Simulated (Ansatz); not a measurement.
Starting cell, FePt (CuAu type, space group P4/mmm):

```xyz
4
Lattice="5.4601 0.0000 0.0000 0.0000 2.7301 0.0000 0.0000 0.0000 3.7639" Properties=species:S:1:pos:R:3 pbc="T T T"
Fe     1.3650     1.3650     1.8819
Fe     4.0951     1.3650     1.8819
Pt     0.0000     0.0000     0.0000
Pt     2.7301     0.0000     0.0000
```

In each cell atom 3 (Pt, nearest neighbour Fe at 2.696 Å; its periodic images, 2.7 Å or more away, move with it) moves by s·(-0.506, -0.506, 0.698) (towards the nearest neighbour), the rest being held.

Level of theory: PBE (plane waves to 420 eV, PAW, scalar-relativistic; Ansatz, a program for electronic structure). k mesh 7×14×10 (Γ-centred), Fermi-Dirac smearing 0.05 eV. Energies are smeared free energies. With partly filled bands, energies and forces of such displacements shift with the k mesh and the smearing. FePt was relaxed with its symmetry unable to fall. Relaxed FePt ends ferromagnetic. Spin-orbit coupling is left out, though Pt is heavy. The magnetic order is the one the run started from; other orders were not tried. The zero of ΔE is the undisplaced structure.

The scan covers s from -0.540 to 0.540 Å in 11 points.

Question: Is the energy the same for equal positive and negative displacements?

Answer: Even: the same for both signs. With its periodic images moving along, the atom's site symmetry in this cell is mmm.

Question: What force acts on the atom along the line at s = -0.540 Å?

Answer: 7.31 eV/Å.

Question: What is the energy change at s = 0.540 Å?

Answer: 1590 meV/cell.

Question: What is the force constant k = d²E/ds² of this move at s = 0?

Answer: 8.17 eV/Å².

(For displaced atoms, the force is minus the slope of the energy, and its curvature is a force constant, which sets phonon frequencies.)
